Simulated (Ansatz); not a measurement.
Starting cell, C (graphite type, space group P6_3/mmc):

```
C
1.0
    2.46500     0.00000     0.00000
   -1.23250     2.13475     0.00000
    0.00000     0.00000     6.73046
C
4
Direct
  0.00000   0.00000   0.25000
  0.00000   0.00000   0.75000
  0.33333   0.66667   0.25000
  0.66667   0.33333   0.75000
```

Scan: atom 2 (C, nearest neighbour C at 1.423 Å; its periodic images, 2.5 Å or more away, move with it) is displaced towards the nearest neighbour, direction (-0.866, 0.500, 0.000) in Cartesian axes, by s. The other atoms stay.

Level of theory: PBE-D3(BJ) (plane waves to 420 eV, PAW, scalar-relativistic; Ansatz, a quantum-chemistry and plane-wave program). k mesh 12×12×4 (Γ-centred), Fermi-Dirac smearing 0.05 eV. Energies are smeared free energies. With partly filled bands, energies and forces of such displacements shift with the k mesh and the smearing. C was relaxed with its symmetry unable to fall. The zero of ΔE is the undisplaced structure. The last digit holds for this mesh only.

```json
[
 {"s (Å)": "-0.280", "ΔE (meV/cell)": "1532.5"},
 {"s (Å)": "-0.224", "ΔE (meV/cell)": "1084.4"},
 {"s (Å)": "-0.168", "ΔE (meV/cell)": "653.5"},
 {"s (Å)": "-0.112", "ΔE (meV/cell)": "304.7"},
 {"s (Å)": "-0.056", "ΔE (meV/cell)": "78.8"},
 {"s (Å)": "0.000", "ΔE (meV/cell)": "0.0"},
 {"s (Å)": "0.056", "ΔE (meV/cell)": "86.3"},
 {"s (Å)": "0.112", "ΔE (meV/cell)": "366.6"},
 {"s (Å)": "0.168", "ΔE (meV/cell)": "withheld"},
 {"s (Å)": "0.224", "ΔE (meV/cell)": "1603.5"},
 {"s (Å)": "0.280", "ΔE (meV/cell)": "2660.3"}
]
```

Question: Fit a polynomial form (powers 2, 3, 4) to the given rows and predict ΔE at s = 0.168.

Answer: Least squares on the 10 given rows: ΔE = (27080)·s² + (25090)·s³ + (-4451)·s⁴, in meV/cell with s in Å; root-mean-square residual 12.60 meV/cell. At 0.168 the fit gives 879.7 meV/cell; the calculation gives 868.3 meV/cell, so the interpolation is off by 11.4 (+1.3 %). The quadratic term alone would give 764.3 meV/cell.

(For displaced atoms, the force is minus the slope of the energy, and its curvature is a force constant, which sets phonon frequencies.)
